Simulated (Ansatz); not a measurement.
Computed properties of Mn

Mn:
```xyz
2
Lattice="0.0000 2.4413 2.4413 2.4413 0.0000 2.4413 2.4413 2.4413 0.0000" Properties=species:S:1:pos:R:3 pbc="T T T"
Mn     0.0000     0.0000     0.0000
Mn     1.2207     1.2207     1.2207
```

Space group Fd-3m (No. 227), diamond; conventional cell a = 4.8827 Å, b = 4.8827 Å, c = 4.8827 Å, α = 90.00°, β = 90.00°, γ = 90.00°.

Method: DFT-PBEsol in the program Ansatz with PAW potentials. Structure relaxed to zero pressure with the same functional. Other levels are named where they apply.

### Cell and energy

* **Volume per atom**: 14.55 Å³
* **Density**: 6.27 g/cm³

### Electronic structure

* **Electronic character**: metallic (no gap)
* **Density of states at the Fermi level**: 0.61 states/eV per atom (mean over ±0.08 eV)

### Magnetism

* **Magnetic order**: non-magnetic (starting moments vanished)

### Mechanics

* **Bulk modulus (Birch–Murnaghan fit)**: 1610 kbar
* **Pressure derivative B′**: 4.2
* **Elastic constants (relaxed ions, GPa)**: C11 = 129, C12 = 177, C44 = -226
* **Mechanical stability**: unstable (C has a negative eigenvalue)

### Phonons

- Highest zone-centre frequency: 192 cm⁻¹
- Zone-centre stability: no imaginary mode at Γ

The start of the workflow was typed in or built on a structure type; neither database checked (COD, Materials Project) lists it. It is not the phase usual at ambient conditions (space group No. 217). The PBEsol relaxation kept the symmetry of its start. The workflow began spin-polarised and lost its moments. The volume moved by -30 % from the start of the relaxation. As this level gives no gap, shear constants depend on the k-mesh and smearing (Fermi–Dirac, 0.1 eV here). As this level gives no gap, phonon frequencies hold no LO–TO term and depend on the k-mesh and smearing (Fermi–Dirac, 0.1 eV here).

Potentials: the later of the program's two PAW sets.
